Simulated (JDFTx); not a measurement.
System: Cd(1 1 -2 2) (P6_3/mmc bulk; lattice of mp-94, not re-optimised at this level), 1x1 cell of 12 atoms in 6 planes, area 33.76 Å² a face, 6.7 Å between the outermost planes in a cell 22.6 Å high; k mesh 4×4×1, Fermi width 0.01 Ha, no spin polarisation.

All numbers are PBE, GBRV ultrasoft potentials, plane waves to 20/100 Ha results from JDFTx (a modified build), not measurements. Liquid: CANDLE, water, 2 M KF. The neutral cell holds 144 valence electrons and has two faces of 33.756 Å² each. Last filling lines of the neutral and of a charged run (μ in hartree, zero in the bulk liquid):

```
FillingsUpdate:  mu: -0.136391279  nElectrons: 144.000000
FillingsUpdate:  mu: -0.168679000  nElectrons: 143.372687
```

A calculation by hand: both potentials, by the convention U = −μ/e − 4.44 V vs SHE, the surface charge density and the mean capacitance.

U_pzc = 0.13639 × 27.2114 − 4.44 = -0.73 V; U = 0.16868 × 27.2114 − 4.44 = 0.15 V. The cell has -0.6273 excess electrons, a net charge of 0.6273 e, shared by two faces: σ = 0.6273 e / (2 × 33.756 Å²) = 0.00929 e/Å² = 14.9 μC/cm² (1 e/Å² = 1602.18 μC/cm²). C = σ/(U − U_pzc) = 14.9/0.88 ≈ 17 μF/cm².
